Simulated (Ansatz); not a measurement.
Geometry optimisation in Ansatz: input, command and trajectory.

```yaml
crystal:
  lattice:
    - [3.5062675415, 0.0, 0.0]
    - [0.0, 3.5062675415, 0.0]
    - [0.0, 0.0, 3.5062675415]
  atoms:
    - { symbol: Si, position: [0.0, 0.0, 0.0] }
    - { symbol: Ni, position: [0.0, 0.5, 0.5] }
    - { symbol: Ni, position: [0.5, 0.0, 0.5] }
    - { symbol: Ni, position: [0.5, 0.5, 0.0] }
basis:
  ecutwfc: 420
kpoints:
  mp_grid: { grid: [12, 12, 12] }
hamiltonian:
  xc: pbe
  dispersion: d3bj
scf:
  occupations: { method: gaussian, width: 0.1 }
output:
  forces: true
  stress: true
  eigenvalues: true
relax:
  adjacent_minimum: "off"
  f_tol: 0.005
  max_steps: 50
  cell: { stress_tol: 0.05 }
```

```bash
ansatz run input.yaml --threads 1 --pin off --max-ram 2560MiB --backend cpu --events-out ev --progress --plain --runs-dir out
```

These are results of Ansatz, DFT PBE+D3(BJ), scalar-relativistic, plane waves, PAW, not measurements.

Of 5 frames 5 are shown, positions in Å and forces in eV/Å; the SCF threshold varies from step to step. Steps run on the plane waves of an earlier cell, with a Pulay correction in the pressure. The basis is chosen afresh for the last frame, the zero of the energies, and at times for earlier ones too; energy and pressure step there, also at an unchanged geometry. Spin polarisation was left out; whether the Ni atoms would carry moments isn't shown by this run.

```xyz
4
Lattice="3.5063 0.0000 0.0000 0.0000 3.5063 0.0000 0.0000 0.0000 3.5063" Properties=species:S:1:pos:R:3:forces:R:3 pbc="T T T" step=1 free_energy_over_end_meV_per_atom=9.08 pressure_GPa=-7.57
Si    0.0000    0.0000    0.0000    0.0000    0.0000    0.0000
Ni    0.0000    1.7531    1.7531    0.0000    0.0000    0.0000
Ni    1.7531    0.0000    1.7531    0.0000    0.0000    0.0000
Ni    1.7531    1.7531    0.0000    0.0000    0.0000    0.0000
4
Lattice="3.4847 0.0000 0.0000 0.0000 3.4847 0.0000 0.0000 0.0000 3.4847" Properties=species:S:1:pos:R:3:forces:R:3 pbc="T T T" step=2 free_energy_over_end_meV_per_atom=1.99 pressure_GPa=-3.74
Si    0.0000    0.0000    0.0000    0.0000    0.0000    0.0000
Ni    0.0000    1.7423    1.7423    0.0000    0.0000    0.0000
Ni    1.7423    0.0000    1.7423    0.0000    0.0000    0.0000
Ni    1.7423    1.7423    0.0000    0.0000    0.0000    0.0000
4
Lattice="3.4641 0.0000 0.0000 0.0000 3.4641 0.0000 0.0000 0.0000 3.4641" Properties=species:S:1:pos:R:3:forces:R:3 pbc="T T T" step=3 free_energy_over_end_meV_per_atom=-0.14 pressure_GPa=0.28
Si    0.0000    0.0000    0.0000    0.0000    0.0000    0.0000
Ni    0.0000    1.7320    1.7320    0.0000    0.0000    0.0000
Ni    1.7320    0.0000    1.7320    0.0000    0.0000    0.0000
Ni    1.7320    1.7320    0.0000    0.0000    0.0000    0.0000
4
Lattice="3.4654 0.0000 0.0000 0.0000 3.4654 0.0000 0.0000 0.0000 3.4654" Properties=species:S:1:pos:R:3:forces:R:3 pbc="T T T" step=4 free_energy_over_end_meV_per_atom=-0.14 pressure_GPa=0.00
Si    0.0000    0.0000    0.0000    0.0000    0.0000    0.0000
Ni    0.0000    1.7327    1.7327    0.0000    0.0000    0.0000
Ni    1.7327    0.0000    1.7327    0.0000    0.0000    0.0000
Ni    1.7327    1.7327    0.0000    0.0000    0.0000    0.0000
4
Lattice="3.4654 0.0000 0.0000 0.0000 3.4654 0.0000 0.0000 0.0000 3.4654" Properties=species:S:1:pos:R:3:forces:R:3 pbc="T T T" step=5 free_energy_over_end_meV_per_atom=0.00 pressure_GPa=0.02
Si    0.0000    0.0000    0.0000    0.0000    0.0000    0.0000
Ni    0.0000    1.7327    1.7327    0.0000    0.0000    0.0000
Ni    1.7327    0.0000    1.7327    0.0000    0.0000    0.0000
Ni    1.7327    1.7327    0.0000    0.0000    0.0000    0.0000
```

Time: 17 s on 1 thread of INTEL(R) XEON(R) PLATINUM 8581C CPU @ 2.30GHz (Emerald Rapids), on a shared host, peak memory 0.46 GiB.